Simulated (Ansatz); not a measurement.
TiPd3:
```yaml
crystal:
  lattice:
    - [3.89288, 0.00000, 0.00000]
    - [0.00000, 3.89288, 0.00000]
    - [0.00000, 0.00000, 3.89288]
  atoms:
    - { symbol: Ti, position: [0.00000, 0.00000, 0.00000] }
    - { symbol: Pd, position: [0.00000, 0.50000, 0.50000] }
    - { symbol: Pd, position: [0.50000, 0.00000, 0.50000] }
    - { symbol: Pd, position: [0.50000, 0.50000, 0.00000] }
```

Relaxed with r²SCAN.

Task: Map the electron localisation function on the plane through (0.000, 0.000, 0.000) spanned by u = [1, 1, 0] and v = [1, 0, 1] in lattice vectors, from r²SCAN (plane waves, PAW; program Ansatz).

Result: x is the fraction of u, y of v (the angle between them is 60°; rows are the nearest grid lines); atoms in the plane: Ti at (0.00, 0.00), Pd at (0.50, 0.50), Pd at (0.00, 0.50), Pd at (0.50, 0.00).
```
y \ x   0.000  0.107  0.179  0.286  0.357  0.464  0.536  0.643  0.714  0.821  0.893   1.00
------  -----  -----  -----  -----  -----  -----  -----  -----  -----  -----  -----  -----
1.00    0.007  0.662  0.139  0.268  0.471  0.299  0.299  0.471  0.268  0.139  0.662  0.007
0.929   0.503  0.650  0.310  0.260  0.276  0.530  0.432  0.518  0.276  0.154  0.310  0.503
0.857   0.448  0.577  0.233  0.236  0.267  0.350  0.505  0.451  0.250  0.292  0.133  0.448
0.786   0.135  0.116  0.108  0.260  0.267  0.215  0.218  0.240  0.205  0.251  0.277  0.135
0.679   0.323  0.277  0.292  0.271  0.378  0.350  0.218  0.236  0.220  0.280  0.394  0.323
0.607   0.544  0.270  0.251  0.270  0.513  0.530  0.505  0.199  0.220  0.390  0.538  0.544
0.536   0.299  0.502  0.222  0.222  0.502  0.299  0.432  0.349  0.209  0.349  0.535  0.299
0.464   0.299  0.535  0.349  0.209  0.349  0.432  0.299  0.502  0.222  0.222  0.502  0.299
0.393   0.544  0.538  0.390  0.220  0.199  0.505  0.530  0.513  0.270  0.251  0.270  0.544
0.321   0.323  0.394  0.280  0.220  0.236  0.218  0.350  0.378  0.271  0.292  0.277  0.323
0.214   0.135  0.277  0.251  0.205  0.240  0.218  0.215  0.267  0.260  0.108  0.116  0.135
0.143   0.448  0.133  0.292  0.250  0.451  0.505  0.350  0.267  0.236  0.233  0.577  0.448
0.0714  0.503  0.310  0.154  0.276  0.518  0.432  0.530  0.276  0.260  0.310  0.650  0.503
0.000   0.007  0.662  0.139  0.268  0.471  0.299  0.299  0.471  0.268  0.139  0.662  0.007
```

The density is the valence pseudo-density with augmentation charge, so density and ELF within about 1 Å of a nucleus are not all-electron values.

Space group Pm-3m (Cu3Au type). The workflow started from an entry of the Crystallography Open Database (COD). Its standing as an ambient phase is unchecked. The r²SCAN relaxation kept the symmetry of its start; whether a distortion lowers the energy is not shown. No spin polarisation was allowed.

Potentials: the later of the program's two PAW sets.
